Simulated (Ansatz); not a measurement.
**Relaxing chlorine (solid Cl2 (Cmce))**

Computed with DFT, PBEsol, plane waves (420 eV) with PAW, scalar-relativistic (Ansatz). The PAW files were generated under PBE, with cores re-solved for the functional.

k-point mesh 5×5×2, Fermi-Dirac smearing 0.05 eV, no spin polarisation. Cell and atoms relax.

Starting structure:

```
Cl
1.0
     3.07265   -2.19770    0.00000
     3.07265    2.19770    0.00000
     0.00000    0.00000    8.15370
Cl
4
Direct
  0.87630 0.12370 0.10250
  0.62370 0.37630 0.60250
  0.12370 0.87630 0.89750
  0.37630 0.62370 0.39750
```

The pressure at the start is 0.2 GPa. By how much does the volume change?

From 27.53 to 26.98 Å³ per atom, -2.0 %. The final cell has a = 6.932 Å, b = 3.890 Å, c = 8.006 Å.

How much energy does the relaxation gain?

20.8 meV per atom.
